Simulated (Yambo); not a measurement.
G0W0@PBEsol for MgTe (zinc blende, space group F-43m, No. 216) in Yambo. Reference settings: 4×4×4 Γ-centred k mesh, bands 5 to 124 and a 8 Ry block in the screening, 124 bands in G with the Bruneval-Gonze terminator, plasmon pole fitted at 27.2 eV. The PBEsol gap Γ → Γ on this mesh is 2.34 eV; G0W0 gaps are taken between the same points.

Gap (Γ → Γ) in eV against the number of bands and the screening block, terminator on:

| bands (W and G) | 2 Ry | 3 Ry | 5 Ry | 6 Ry | 8 Ry |
|---|---|---|---|---|---|
| 27 | 3.759 | 3.867 | 3.895 | 3.920 | 3.926 |
| 46 | 3.681 | 3.846 | 3.893 | 3.937 | 3.948 |
| 67 | 3.659 | 3.837 | 3.887 | 3.936 | 3.948 |
| 94 | 3.653 | 3.838 | 3.892 | 3.948 | 3.963 |
| 124 | 3.652 | 3.840 | 3.897 | 3.961 | 3.980 |

Rough cost of the Yambo step against the reference (shared machines):

```
bands (W and G)  2 Ry  3 Ry  5 Ry  6 Ry  8 Ry
---------------  ----  ----  ----  ----  ----
27                1/5   1/6   1/5   1/5   1/4
46                1/3   1/3   1/3   1/3   1/3
67                1/3   1/2   1/2    ~1    ~1
94                 ~1    ~1    ~1    ~1    ~1
124                ~1    ~1    ~1    ~1     1
```

At the largest block the last step in bands moves the gap by 0.017 eV; at the most bands the last step in the block moves it by 0.019 eV.

Spin-orbit coupling is left out, which matters for elements this heavy: edges can move by tenths of an eV.

The standard potential for Te keeps a d shell in the valence without the s and p states of that shell. In tests on such compounds this moved G0W0 gaps by up to about 0.9 eV, so absolute quasiparticle energies here are unreliable; differences between settings are what counts.

Geometry relaxed with PBEsol; primitive cell a = b = c = 4.553 Å, α = β = γ = 60.00°.

This is not the ordinary phase of the substance; no match was found in the copy of COD used, and its stability was not checked.
